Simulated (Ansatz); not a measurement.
Energy and pressure of ZrNi against volume, without spin

The calculation used DFT PBEsol, scalar-relativistic, plane waves, PAW (Ansatz).

```xyz
4
Lattice="1.6660 -5.0659 0.0000 1.6660 5.0659 0.0000 0.0000 0.0000 4.1814" Properties=species:S:1:pos:R:3 pbc="T T T"
Zr    1.6660   -1.4093    1.0454
Zr    1.6660    1.4093    3.1361
Ni    1.6660   -4.2382    1.0454
Ni    1.6660    4.2382    3.1361
```

```json
{"plane-wave cutoff": "420 eV", "Γ-centred k-mesh": "14×14×10", "occupation rule": "Gaussian smearing, 0.1 eV", "spin treatment": "unpolarised"}
```

The cell is scaled evenly at fixed fractional positions, V₀ being the volume of the cell shown; start: no spin polarisation. Energies are extrapolated to zero smearing. A spin-polarised state can lie lower, at larger volumes above all.

| V/V₀ | E above lowest (meV/atom) | P (GPa) |
| --- | --- | --- |
| 1.000 | 0.0 | -11.5 |
| 1.057 | 88.5 | -16.6 |
| 1.132 | 247.1 | -21.2 |
| 1.226 | 487.1 | -24.6 |

Cost: 4 runs of about 3.6 core-minutes in all, on Arm Neoverse V1 (shared hosts).